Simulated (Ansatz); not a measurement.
## Computed scan of one atom of the cell: PtS2 (CdI2 type)

Starting cell, PtS2 (CdI2 type):

```
PtS2
1.0
    3.55249     0.00000     0.00000
   -1.77625     3.07655     0.00000
    0.00000     0.00000     5.12751
Pt S
1 2
Direct
  0.00000   0.00000   0.00000
  0.33333   0.66667   0.23909
  0.66667   0.33333   0.76091
```

In each cell atom 2 (S, nearest neighbour Pt at 2.389 Å; its periodic images, 3.6 Å or more away, move with it) moves by s·(-0.743, 0.429, -0.513) (towards the nearest neighbour), the rest being held.

Calculation: r2SCAN+rVV10 (plane waves to 500 eV, PAW, scalar-relativistic; Ansatz, a program for electronic structure). k mesh 9×9×5 (Γ-centred), Fermi-Dirac smearing 0.05 eV. Energies are smeared free energies. Stress and pressure are positive under compression. As the smearing reaches across the gap at some points, energies and forces of such displacements shift with the k mesh and the smearing. F∥ is the force on the atom along that direction. F⊥ is the part of the force across the line. PtS2 is run without spin polarisation. PtS2 was relaxed with its symmetry unable to fall. Spin-orbit coupling is left out, though Pt is heavy. The PAW data are Ansatz's earlier set. ΔE is measured from the undisplaced structure.

| s (Å) | ΔE (meV/cell) | |F⊥| (eV/Å) | F∥ (eV/Å) | P (GPa) |
|---|---|---|---|---|
| -0.480 | 666 | 0.388 | 1.944 | -4.1 |
| -0.384 | 479 | 0.306 | 1.917 | -3.7 |
| -0.288 | 303 | 0.224 | 1.742 | -3.2 |
| -0.192 | 151 | 0.149 | 1.392 | -2.5 |
| -0.096 | 42 | 0.077 | 0.829 | -1.5 |
| 0.000 | 0 | 0.001 | 0.000 | 0.0 |
| 0.096 | 53 | 0.094 | -1.180 | 2.2 |
| 0.192 | 242 | 0.216 | -2.832 | 5.4 |
| 0.288 | 618 | 0.376 | -5.137 | 10.0 |
| 0.384 | 1257 | 0.581 | -8.355 | 16.4 |
| 0.480 | 2264 | 0.833 | -12.880 | 25.3 |

Summary:

The energy at s = 0.480 Å comes out as 2264 meV/cell, the force along the line at s = -0.480 Å is 1.94 eV/Å and the force constant k = d²E/ds² at s = 0 (finite differences) is 10.3 eV/Å². Symmetry of the curve: not even: the positive side lies higher at ±0.480 Å. Shape of the curve: a single well with its minimum at or next to zero displacement. Harmonic estimate at the end of the scan: ½ks² = 1185 meV/cell against the computed 2264 meV/cell, so the well is stiffer than harmonic there.

The 11 points together took very roughly 4 core-minutes.

(A displaced cell: forces are minus the slopes of the energy, force constants its curvatures, and phonons follow from these.)
